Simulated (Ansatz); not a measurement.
**Al₂O₃ (Pnnm), clamped-ion strain scan**

Level of theory: Ansatz 0.2.0, DFT LDA, scalar-relativistic, plane waves, PAW. Cutoff 420 eV, Γ-centred 6×4×8 k-points, Gaussian smearing of 0.05 eV. No spin polarisation. Energies are free energies at this smearing, counted from the undisturbed cell; pressure is positive in compression.

Zero of the scan (relaxed at this level; this form isn't the usual structure):

```
CELL_PARAMETERS angstrom
4.59259 0.00000 0.00000
0.00000 9.57312 0.00000
0.00000 0.00000 2.97459
ATOMIC_POSITIONS crystal
Al 0.41388 0.33100 0.50000
Al 0.58612 0.66900 0.50000
Al 0.91388 0.16900 0.00000
Al 0.08612 0.83100 0.00000
O 0.73156 0.22269 0.50000
O 0.00000 0.00000 0.00000
O 0.76844 0.72269 0.00000
O 0.23156 0.27731 0.00000
O 0.26844 0.77731 0.50000
O 0.50000 0.50000 0.50000
```

The cell is strained by ε times the Voigt pattern (1, -1, 0, 0, 0, 0) (xx, yy, zz, yz, xz, xy; engineering shear) with fractional coordinates fixed.

ε, ΔE (meV/atom) and a bar:
```
  -0.0400       28.1 ##########################
  -0.0300       16.1 ###############
  -0.0200        7.2 #######
  -0.0100        1.8 ##
   0.0000        0.0
   0.0100        1.9 ##
   0.0200        7.8 #######
   0.0300       18.0 #################
   0.0350       24.7 #######################
   0.0400       32.5 ##############################
```